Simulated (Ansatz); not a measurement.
# TiCuSn (P6_3mc): electronic heat capacity and spin susceptibility from the density of states

The calculation used DFT r2SCAN, scalar-relativistic, plane waves, PAW (Ansatz).

Cutoff 500 eV; k points 9×9×6 on the computed 6-atom cell (Γ-centred); Gaussian smearing, width 0.10 eV; no spin polarisation.

Relaxed cell: P6_3mc, a = 4.367 Å, b = 4.367 Å, c = 6.101 Å, α = 90.00°, β = 90.00°, γ = 120.00°, 6 atoms in the primitive cell. Whether it is the stable form of this composition wasn't checked.

The density of states at the Fermi level is 1.970 states/eV in the cell of 6 atoms (2 formula units; both spins, tetrahedra on a 14×14×9 mesh).

**Question.** What Sommerfeld coefficient and Pauli susceptibility does this give?

**Answer.** Per formula unit N(E_F) = 0.985 states/eV. γ = (π²/3) k_B² N(E_F) N_A = 2.357 mJ/(mol K²) per state/eV, so γ = 2.3 mJ/(mol K²), a mole of formula units. χ_P = μ_B² N(E_F) N_A = 3.23×10⁻⁵ emu/mol per state/eV gives 3.2×10⁻⁵ emu/mol. This is the bare band result: a measured γ of the same phase is as a rule larger by a factor 1 + λ from phonons and spin fluctuations, the spin part of χ is larger by the Stoner factor, and a measured χ also holds orbital and core terms. N(E_F) at one energy is sensitive to the mesh where the density of states has sharp peaks.